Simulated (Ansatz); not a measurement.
**Property card for CoO**

Computed with DFT PBE+U, scalar-relativistic, plane waves, PAW (Ansatz 0.2.0).

Cutoff 420 eV; k points 16×16×16 on the computed 2-atom cell (Γ-centred); Gaussian smearing, width 0.10 eV; U_eff Co 3.32 eV on the d shells (Löwdin-orthogonalised atomic orbitals); collinear spin from starting moments 2.79 0.28 μB.

The structure is relaxed at this level of theory with its symmetry kept.

```cif
data_structure
_symmetry_space_group_name_H-M 'P 1'
_symmetry_Int_Tables_number 1
_cell_length_a 3.0201
_cell_length_b 3.0201
_cell_length_c 3.0201
_cell_angle_alpha 60.000
_cell_angle_beta 60.000
_cell_angle_gamma 60.000
_cell_volume 19.48
loop_
_atom_site_label
_atom_site_type_symbol
_atom_site_fract_x
_atom_site_fract_y
_atom_site_fract_z
_atom_site_occupancy
Co1 Co 0.00000 0.00000 0.00000 1
O1 O 0.50000 0.50000 0.50000 1
```

```
Space group                                                                                                                                 : Fm-3m (No. 225)
Volume per atom                                                                                                                             : 9.74 Å³
Kohn–Sham band gap                                                                                                                          : 1.28 eV, indirect from L to Γ
Löwdin character of the top 1 eV of the valence band                                                                                        : O 2p 62 %, Co 3d 36 %
Löwdin character of the lowest 1 eV of the conduction band                                                                                  : Co 3d 94 %
Electron masses at the edge by Cartesian direction of the standard setting (m_e; degenerate bands sorted by energy; no spin-orbit coupling) : x: 2.1; y: 2.1; z: 2.1
Hole masses at the edge by Cartesian direction of the standard setting (m_e; degenerate bands sorted by energy; no spin-orbit coupling)     : x: 4.7; y: 0.56; z: 0.56
Bader charges (e)                                                                                                                           : Co (1 in the cell) 1.30, O (1 in the cell) -1.30
Total moment                                                                                                                                : 3.00 μB per cell
Site moments (μB; atoms counted from 1 over the whole cell)                                                                                 : Co (atom 1) 2.60, O (atom 2) 0.23
```

The state reached may not be the lowest one.

Only this magnetic start was tried.